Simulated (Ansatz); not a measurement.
## ZnS (F-43m), elastic constants by finite strains: input and output

Level of theory: LDA, all-electron LAPW in Ansatz 0.2.0, scalar-relativistic.

The cell comes from a PAW relaxation under the same functional.

Command:

```sh
ansatz run input.yaml --threads 1 --pin off --max-ram 1228MiB --backend cpu --events-out ev --progress --plain --runs-dir out
```

input.yaml:

```yaml
crystal:
  lattice:
    - [0.0, 2.6484702499, 2.6484702499]
    - [2.6484702499, 0.0, 2.6484702499]
    - [2.6484702499, 2.6484702499, 0.0]
  atoms:
    - { symbol: Zn, position: [0.75, 0.75, 0.75] }
    - { symbol: S, position: [0.0, 0.0, 0.0] }
kpoints:
  mp_grid: { grid: [8, 8, 8] }
scf:
  occupations: { method: fixed }
hamiltonian:
  xc: lda
  pseudopotentials: { kind: all_electron, lapw: { basis_error: 0.001 } }
elastic:
  mode: relaxed_ion
  stencil: two_point
  amplitude: 0.008
```

The program printed:

```
Warning: RAYON_NUM_THREADS=1 ignored (pool sized by the plan → 1); use --threads N
LAPW: plane waves up to 9.161 Å⁻¹, error target 1.0e-3 eV per atom; small_component_spin mean_spin; S in spheres of 0.992 Å, 14 of its electrons in bands, Dirac shells []; Zn in spheres of 1.233 Å, 20 of its electrons in bands, ...
Engine: ansatz 0.2.0, aarch64-unknown-linux-gnu
Pseudopotentials: kind: all_electron
Pseudopotential: Zn, LAPW, valence charge 20, lapw/all_electron/scalar/gaussian/Zn, Koelling and Harmon's equation, gaussian nucleus
Pseudopotential: S, LAPW, valence charge 14, lapw/all_electron/scalar/gaussian/S, Koelling and Harmon's equation, gaussian nucleus
Functional definition: SPW92
  exchange = slater_x
  correlation = pw_c
davidson cushion auto → on  (no smearing: the cushion is to keep the highest requested band from converging to the state above it; pin scf.eigensolver.cushion to override)
Crystal: 2 atoms, lattice volume = 37.155 Å³
Basis set: ecut = 319.7181758836286 eV, 531 PW (Γ), exchange–correlation at level 2
Bands: 21, of which v1, the nominal top of the filled ones, is band 17 counted from 1 (16 counted from 0)
Symmetry: 24 space group operations
Space group: F-43m (ITA 216), of the structure as read, at distance tolerance 3.3e-5 Å
k-points: 29 of 512 (time reversal used)
Non-local potential: Zn, projectors of the file, none
Non-local potential: S, projectors of the file, none
Initial density: superposition of atomic densities (chi_scale 0.1, normalization cell, long waves kept (reshape's long-wave potential 0.00 eV rms))
Initial wavefunctions: plane waves of lowest kinetic energy (no species holds an atomic orbital)
Functional: x = slater, c = lda
iter 1 solved again at ethr=2.80e-3 eV; its pass at ethr=1.00e-1 eV (dr2=9.51e-1 eV) is discarded
SCF iter   1: F=—  HF=-59632.680004 eV  |F-HF|=—  |Δ(HF+E_count)|=         —  Δρ=4.11e-2  dr2=9.54e-1  ethr=2.80e-3  ⟨swp⟩=2.0  Hψ=4168  notcnv=0
[... 139 lines left out ...]
--- Forces (eV/Å), atoms counted from 1 ---
  atom   1  Zn    -0.00000000     0.00000000     0.00000000
  atom   2  S      0.00000000    -0.00000000    -0.00000000
  max |Σ_I F_I| component: 2.31e-17 eV/Å
--- Stress (GPa, compression-positive) ---
        0.005541       0.000000      -0.000000
        0.000000       0.005541       0.000000
       -0.000000       0.000000       0.005541
  P = ⅓ Tr σ = 0.0055 GPa (0.055 kbar)
--- Elastic constants: 2 strain directions × 2 members + reference (group order 24) ---
  dense FFT box of the reference and of every strained cell: 24×24×24
  strains applied: 11, 23; error gains: componentwise 1.00 (the most a stress slope's error grows in a printed constant), spectral 1.73 (1 for all six strains in a standard setting)
  C = ∂σ_k/∂η_j (tension-positive GPa; Voigt order 11 22 33 23 13 12):
       116.901     71.386     71.386      0.000      0.000      0.000
        71.386    116.901     71.386      0.000      0.000     -0.000
        71.386     71.386    116.901      0.000     -0.000     -0.000
        -0.000      0.000     -0.000     52.110      0.000      0.000
         0.000      0.000      0.000      0.000     52.110      0.000
        -0.000      0.000     -0.000     -0.000      0.000     52.110
  reference stress σ⁰ (GPa):     -0.006     -0.006     -0.006     -0.000      0.000     -0.000
  no Pulay correction (none for the plane-wave cutoff is built on LAPW): the batch's stresses and constants are at fixed plane waves
  C* (energy form; C + prestress term) asymmetry max|C*_kj − C*_jk| = 2.842e-14 GPa — a small one proves nothing (zero by symmetry where the batch's group is 432, −43m or m−3m); a large one is finite-difference/SCF noise where ...
  moduli (Voigt/Reuss/Hill, GPa): K = 86.56/86.56/86.56   G = 40.37/34.38/37.37   E = 98.01   ν = 0.311
  mechanically stable: yes (min eigenvalue of sym C = 45.51 GPa)
  where every solve meets its electron count the energy-path curvature estimates C_jj along a normal strain and C_jj − ¼(σ⁰_aa + σ⁰_bb) along a shear (ab), closely only under elastic.basis: deformed
  strain η (Voigt 11):  stress-route row diagonal C_11 = 116.90 GPa, energy-path curvature d²(F+E_count)/dδ²/Ω₀ = 116.90 GPa
         δ    σ_11 (GPa)             F (eV)   n_scf  n_hpsi   n_pw
    -8.000e-3      -0.9495      -59632.2346016       8   40322    531   relax 0 steps, max|allowed force component| 5.55e-17 eV/Å
     8.000e-3       0.9210      -59632.2346331       9   43983    531   relax 0 steps, max|allowed force component| 5.55e-17 eV/Å
  strain η (Voigt 23):  stress-route row diagonal C_44 = 52.11 GPa, energy-path curvature d²(F+E_count)/dδ²/Ω₀ = 52.11 GPa
         δ    σ_23 (GPa)             F (eV)   n_scf  n_hpsi   n_pw
    -8.000e-3      -0.4169      -59632.2350981       2   14565    531   relax 3 steps, max|allowed force component| 6.37e-6 eV/Å
     8.000e-3       0.4169      -59632.2350981       2   14566    531   relax 2 steps, max|allowed force component| 2.94e-6 eV/Å
```

The run converged.

### Elastic moduli

Elastic constants of a crystal by Kohn-Sham DFT: slopes of the stress over finite engineering strains of the given cell, Voigt indices, Cartesian axes as in the input; Hill averages of a grain aggregate, Debye temperature from the mean sound speed over directions.

```
Bulk modulus                     : 86.56 GPa
Shear modulus                    : 37.37 GPa
Young modulus                    : 98.01 GPa
Poisson ratio                    : 0.3113
Bulk over shear modulus          : 2.316
Elastic anisotropy index         : 0.8718
Least young modulus              : 62.77 GPa
Largest young modulus            : 130.2 GPa
Longitudinal sound speed         : 5596 m/s
Transverse sound speed           : 2929 m/s
Elastic debye temperature        : 364.2 K
Linear compressibility (x, y, z) : 3.851, 3.851, 3.851 1/TPa
Zener ratio                      : 2.29
Cauchy pressure                  : 19.28 GPa
```

**Elastic constants**

```
Pressure at rest         : 0.006 GPa
Least elastic eigenvalue : 45.51 GPa
Elastically stable       : yes
```

```tsv
index	elastic (GPa)
11	116.9
12	71.39
44	52.11
```

Strained cells:

Stress of each strained cell less that at rest, tension positive.

| strain component | strain | stress xx (GPa) | stress yy (GPa) | stress zz (GPa) | stress yz (GPa) | stress xz (GPa) | stress xy (GPa) | relaxation steps |
| --- | --- | --- | --- | --- | --- | --- | --- | --- |
| xx | -0.008 | -0.944 | -0.5866 | -0.5866 | 0 | 0 | 0 | 0 |
| xx | 0.008 | 0.9264 | 0.5555 | 0.5555 | 0 | 0 | 0 | 0 |
| yz | -0.008 | 0.0006 | -0.0007 | -0.0007 | -0.4169 | 0 | 0 | 3 |
| yz | 0.008 | 0.0006 | -0.0007 | -0.0007 | 0.4169 | 0 | 0 | 2 |

Caveats: constants at zero field, no piezoelectric stiffening.

Cost: 6.9 min on 1 thread of Arm Neoverse N1 (shared host), peak memory 0.42 GiB.
